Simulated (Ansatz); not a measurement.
The start is a generated cell, Ru built in the beta-Sn structure type. The cell and all atomic positions are relaxed at zero pressure with r2SCAN (plane waves to 500 eV, PAW, scalar-relativistic; Ansatz, a quantum-chemistry and plane-wave program). The first steps use a coarse 14×14×14 k-mesh.

Initial structure:
```
Ru
1.0
   -2.35076     2.35076     1.28260
    2.35076    -2.35076     1.28260
    2.35076     2.35076    -1.28260
Ru
2
Direct
  0.75000   0.25000   0.50000
  0.00000   0.00000   0.00000
```

```json
{
 "initial_pressure": "+18.2 GPa (positive: the cell is compressed)",
 "outcome": "The space group stays I4₁/amd (No. 141) (the run could not lower it); the end is AFLOW prototype A_tI4_141_a (A5, as in Sn), with 2 atoms in the primitive cell",
 "optimiser_moves": "10"
}
```

It ends as:

```cif
data_Ru4
_chemical_formula_sum 'Ru4'
_space_group_name_H-M_alt 'I41/amd :1'
_space_group_IT_number 141
_space_group_name_Hall 'I 4bw 2bw -1bw'
_cell_length_a 4.67594
_cell_length_b 4.67594
_cell_length_c 2.78635
_cell_angle_alpha 90.000
_cell_angle_beta 90.000
_cell_angle_gamma 90.000
loop_
_atom_site_label
_atom_site_type_symbol
_atom_site_symmetry_multiplicity
_atom_site_Wyckoff_symbol
_atom_site_fract_x
_atom_site_fract_y
_atom_site_fract_z
_atom_site_occupancy
Ru1 Ru 4 a 0.00000 0.00000 0.00000 1
```
(The calculation used a cell of 2 atoms; values per cell refer to that cell.)

Final values are on a 19×19×19 k-mesh of the relaxed cell. No spin polarisation in the result.

The run could not lower the symmetry of its start; a shaken copy of this end point relaxes with r2SCAN to P6₃/mmc (No. 194), 0.93 eV/atom lower.

The relaxed structure here is a generated cell of Ru: the first start was made by placing the elements on the sites of a structure type, and the end was not matched to a known phase here, so it may be hypothetical. Known forms of Ru include space group No. 194.
